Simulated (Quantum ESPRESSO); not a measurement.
Band energies of PbSe at -2 % isotropic strain

```
PbSe
1.0
    0.00000     2.98725     2.98725
    2.98725     0.00000     2.98725
    2.98725     2.98725     0.00000
Se Pb
1 1
Direct
  0.50000   0.50000   0.50000
  0.00000   0.00000   0.00000
```

PBE (stringent potentials; Quantum ESPRESSO, PseudoDojo norm-conserving, 104 Ry, scalar-relativistic); path ΓXWKΓLUWLK,UX; energies in eV from the Fermi level.

```
k (1/Å)  point  band 19  band 20  band 21  band 22  band 23  band 24  band 25  band 26
-------  -----  -------  -------  -------  -------  -------  -------  -------  -------
0.00         Γ   -14.34    -6.28    -2.31    -2.31    -2.31     4.78     4.78     4.78
0.32             -14.08    -7.02    -2.66    -2.66    -1.15     2.08     4.56     4.56
0.74             -13.07    -7.84    -3.97    -3.53    -3.53     3.61     4.36     5.29
1.05         X   -12.60    -7.61    -5.71    -3.80    -3.80     3.29     5.80     5.80
1.58         W   -12.57    -8.41    -4.89    -4.89    -1.02     1.74     4.87     4.87
1.95         K   -12.62    -8.44    -5.27    -3.24    -2.79     3.31     4.03     5.53
2.35             -13.22    -8.58    -3.98    -1.93    -0.81     1.11     1.92     4.28
2.66             -13.92    -7.52    -2.93    -1.89    -1.09     1.98     2.63     4.10
3.06         Γ   -14.34    -6.28    -2.31    -2.31    -2.31     4.78     4.78     4.78
3.37             -14.10    -7.12    -2.23    -2.23    -1.71     3.06     3.59     3.59
3.77             -13.30    -8.98    -1.93    -1.93    -0.56     0.73     1.73     1.73
3.98         L   -13.09    -9.34    -1.85    -1.85    -0.01     0.01     1.44     1.44
4.08             -13.07    -9.31    -2.20    -1.94    -0.43     0.33     1.58     1.98
4.51             -12.68    -8.64    -4.97    -3.04    -2.48     2.93     3.55     5.20
4.62         U   -12.62    -8.44    -5.27    -3.24    -2.79     3.31     4.03     5.53
4.87             -12.58    -8.42    -5.09    -4.50    -1.36     2.08     4.50     5.21
4.99         W   -12.57    -8.41    -4.89    -4.89    -1.02     1.74     4.87     4.87
5.27             -12.74    -8.78    -4.26    -3.95    -1.05     1.38     4.07     4.59
5.55             -13.02    -9.24    -2.67    -2.22    -0.76     0.64     1.94     2.65
5.74         L   -13.09    -9.34    -1.85    -1.85    -0.01     0.01     1.44     1.44
5.90             -13.04    -9.27    -2.55    -2.05    -0.75     0.64     1.74     2.46
6.14             -12.81    -8.91    -4.26    -2.70    -1.98     2.20     2.88     4.52
6.38         K   -12.62    -8.44    -5.27    -3.24    -2.79     3.31     4.03     5.53
6.38         U   -12.62    -8.44    -5.27    -3.24    -2.79     3.31     4.03     5.53
6.75         X   -12.60    -7.61    -5.71    -3.80    -3.80     3.29     5.80     5.80
```

Along the path the PBE gap is only about 0.03 eV, below what this setup resolves reliably; no G0W0 run was built on it. Semilocal functionals shrink small gaps, and the order of the bands at the edge may be inverted.

Spin-orbit coupling is left out; with 6p states at a band edge it can lower the gap by many tenths of an eV, most of a small gap.

Geometry strained from the cell relaxed with PBEsol, atoms relaxed again.
